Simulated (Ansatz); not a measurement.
This run works on a generated trial structure, not on a known crystal.

Input and command of a plane-wave DFT calculation in Ansatz:

```yaml
crystal:
  lattice:
    - [6.34651948, 0.0, 0.0]
    - [-3.17325974, 5.4962471, 0.0]
    - [0.0, 0.0, 4.86655406]
  atoms:
    - { symbol: Ti, position: [0.0, 0.0, 0.5], spin: 1.0 }
    - { symbol: Mo, position: [0.0, 0.0, 0.0], spin: 1.0 }
    - { symbol: Se, position: [0.33333333, 0.66666667, 0.0] }
    - { symbol: Se, position: [0.66666667, 0.33333333, 0.0] }
    - { symbol: Se, position: [0.33333333, 0.66666667, 0.5] }
    - { symbol: Se, position: [0.66666667, 0.33333333, 0.5] }
basis:
  ecutwfc: 420
kpoints:
  mp_grid: { grid: [2, 2, 3] }
hamiltonian:
  xc: pbe
scf:
  occupations: { method: gaussian, width: 0.15 }
  lower_state_search: "off"
output:
  forces: true
  stress: true
  eigenvalues: true
  populations: true
magnetization:
  spin_polarized: true
relax:
  adjacent_minimum: "off"
  f_tol: 0.08
  max_steps: 16
  cell: { stress_tol: 0.8 }
```

```bash
ansatz run input.yaml --threads 1 --pin off --max-ram 2560MiB --backend cpu --events-out ev --progress --plain --runs-dir out
```

Processor: Intel(R) Xeon(R) Processor @ 2.70GHz, 1 thread, on a host shared with other jobs.

How long does it run, and how much memory does it take?

About 110 s, peak memory 0.53 GiB. It solves 56 bands at 4 k points (after reduction by symmetry) with about 2209 plane waves (on the last cell), in 151 SCF iterations over 11 ionic steps.
